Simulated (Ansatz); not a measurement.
## MgB₂

**What was measured.** A cell as deposited of hexagonal MgB2 (space group P6/mmm), temperature not stated, from the Crystallography Open Database (1971), has a, c = 3.085, 3.523 Å and 9.68 Å³/atom.

From “Raman spectrum and lattice parameters of MgB2 as a function of pressure”, 2001, arxiv:cond-mat/0104042, for a powder of MgB2 at 300 K: bulk modulus 155 ± 10 GPa.

The computed numbers are results of PBEsol, scalar-relativistic (no spin polarisation) in the plane-wave PAW code Ansatz at 420 eV, Γ-centred 12×12×10 mesh, 0.05 eV Gaussian smearing. The datasets are Ansatz's generated set soft_2.

```cif
data_structure
_symmetry_space_group_name_H-M 'P6/mmm'
_symmetry_Int_Tables_number 191
_cell_length_a 3.0665
_cell_length_b 3.0665
_cell_length_c 3.4879
_cell_angle_alpha 90.000
_cell_angle_beta 90.000
_cell_angle_gamma 120.000
_cell_volume 28.40
loop_
_atom_site_label
_atom_site_type_symbol
_atom_site_symmetry_multiplicity
_atom_site_Wyckoff_symbol
_atom_site_fract_x
_atom_site_fract_y
_atom_site_fract_z
_atom_site_occupancy
Mg1 Mg 1 a 0.00000 0.00000 0.00000 1
B1 B 2 d 0.33333 0.66667 0.50000 1
```

The chain of runs began from a cell as deposited in COD, expanded in volume.

The cell above was scaled in volume, and shape and atoms were relaxed at each volume within its symmetry. Energies are counted from the cell above.

| V (Å³/atom) | ΔE (meV/atom) | P from the stress (GPa) |
| --- | --- | --- |
| 9.090 | 7.38 | 6.48 |
| 9.279 | 1.77 | 3.07 |
| 9.468 | 0.00 | -0.03 |
| 9.658 | 1.74 | -2.86 |
| 9.847 | 6.66 | -5.43 |

**Question.** Do the energies and the pressures agree? Compare −ΔE/ΔV between neighbouring points (1 meV/Å³ = 0.1602 GPa) with the mean of their pressures.

**Answer.** 
```csv
interval (Å³/atom),−ΔE/ΔV (GPa),mean P (GPa)
9.09 to 9.28,4.7,4.8
9.28 to 9.47,1.5,1.5
9.47 to 9.66,-1.5,-1.4
9.66 to 9.85,-4.2,-4.1
```
They differ by 0.03 GPa at most.

**Question.** What do the two routes give for V0, B0 and B0′?

**Answer.** A third-order Birch–Murnaghan fit of the energies: V0 = 9.47 Å³/atom, B0 = 148 GPa, B0′ = 3.6. A polynomial of P in ln V, with B = −dP/d ln V at P = 0: V0 = 9.47 Å³/atom, B0 = 148 GPa, B0′ = 3.7.

B0·V0 = 148.1 GPa × 9.47 Å³ = 8.75 eV/atom sets the scale: near the minimum ΔE ≈ ½ B0 V0 x², with x = V/V0 − 1, and a pressure of 1.5 GPa squeezes the volume by about 1 %. At the ends of the curve: x = −4.0 % predicts 6.9 meV/atom and the run gives 7.4; x = +4.0 % predicts 7.1 meV/atom and the run gives 6.7. The curve is steeper than the parabola on the compressed side and flatter on the expanded side: the bulk modulus rises with pressure.

**Comparison.** The computed cell (3.067, 3.488 Å, 9.47 Å³/atom) differs from the database's by −2.2 % in volume, about −0.7 % in length. PBEsol was built to cure PBE's overestimate of volumes, and the static lattice lacks thermal expansion. The database's entry may also be off. A measured bulk modulus of MgB2 is 155 GPa (300 K; powder; “Raman spectrum and lattice parameters of MgB2 as a function of pressure”, 2001, arxiv:cond-mat/0104042); the calculated 148 GPa misses it by -4.4 %. The run is a metal.
